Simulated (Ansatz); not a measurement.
Rb:
```cif
data_Rb8
_chemical_formula_sum 'Rb8'
_space_group_name_H-M_alt 'P 1'
_space_group_IT_number 1
_cell_length_a 11.81399
_cell_length_b 11.81399
_cell_length_c 7.69487
_cell_angle_alpha 71.007
_cell_angle_beta 108.993
_cell_angle_gamma 142.006
loop_
_space_group_symop_operation_xyz
  'x, y, z'
loop_
_atom_site_label
_atom_site_type_symbol
_atom_site_fract_x
_atom_site_fract_y
_atom_site_fract_z
_atom_site_occupancy
Rb1 Rb 0.18754 0.31255 0.93750 1
Rb2 Rb 0.81246 0.68745 0.06250 1
Rb3 Rb 0.31255 0.18754 0.56250 1
Rb4 Rb 0.68745 0.81246 0.43750 1
Rb5 Rb 0.56261 0.93762 0.81250 1
Rb6 Rb 0.43739 0.06238 0.18750 1
Rb7 Rb 0.93762 0.56261 0.68750 1
Rb8 Rb 0.06238 0.43739 0.31250 1
```

Relaxed with LDA.

**Question.** Which orbitals make up the states near the Fermi level in LDA (plane waves, PAW; program Ansatz)?

**Answer.** Within 0.5 eV of the Fermi level: Rb 5s 90 %, outside the projected shells 9 %. Projections are on Löwdin-orthogonalised atomic valence shells; empty p or d shells of many metals are not among them.

**Question.** Tabulate the density of states.

**Answer.** States/eV per cell of 8 atoms, in 0.25 eV bins, energy from the Fermi level.

```tsv
E (eV)	total	Rb 5s	Rb 4p	Rb 4s
-7.85	0.00	0.00	0.00	0.00
-7.60	0.00	0.00	0.00	0.00
-7.35	0.00	0.00	0.00	0.00
-7.10	0.00	0.00	0.00	0.00
-6.85	0.00	0.00	0.00	0.00
-6.60	0.00	0.00	0.00	0.00
-6.35	0.00	0.00	0.00	0.00
-6.10	0.00	0.00	0.00	0.00
-5.85	0.00	0.00	0.00	0.00
-5.60	0.00	0.00	0.00	0.00
-5.35	0.00	0.00	0.00	0.00
-5.10	0.00	0.00	0.00	0.00
-4.85	0.00	0.00	0.00	0.00
-4.60	0.00	0.00	0.00	0.00
-4.35	0.00	0.00	0.00	0.00
-4.10	0.00	0.00	0.00	0.00
-3.85	0.00	0.00	0.00	0.00
-3.60	0.00	0.00	0.00	0.00
-3.35	0.00	0.00	0.00	0.00
-3.10	0.00	0.00	0.00	0.00
-2.85	0.00	0.00	0.00	0.00
-2.60	0.00	0.00	0.00	0.00
-2.35	0.00	0.00	0.00	0.00
-2.10	0.78	0.76	0.00	0.02
-1.85	1.72	1.66	0.02	0.04
-1.60	2.39	2.31	0.04	0.04
-1.35	3.05	2.94	0.06	0.03
-1.10	3.47	3.34	0.08	0.02
-0.85	4.04	3.90	0.09	0.01
-0.60	5.21	5.01	0.11	0.01
-0.35	5.40	5.14	0.09	0.00
-0.10	6.41	5.97	0.08	0.00
0.15	8.23	7.39	0.07	0.01
0.40	8.03	6.73	0.05	0.03
0.65	6.83	4.96	0.03	0.04
0.90	7.41	2.88	0.01	0.04
1.15	18.68	1.00	0.01	0.02
1.40	14.75	0.44	0.00	0.00
1.65	12.64	0.39	0.00	0.00
1.90	13.41	0.36	0.00	0.00
```

Space group I4/mmm (body-centred tetragonal). The first step of the workflow began from a Materials Project structure, measured or hypothetical; the Crystallography Open Database copy checked does not list it. It is not the phase usual at ambient conditions (space group No. 229). The cell was relaxed with LDA under the symmetry of its start; whether a distortion lowers the energy is not shown. Spin–orbit coupling is left out wherever it is not named.

Potentials: the later of the program's two PAW sets.
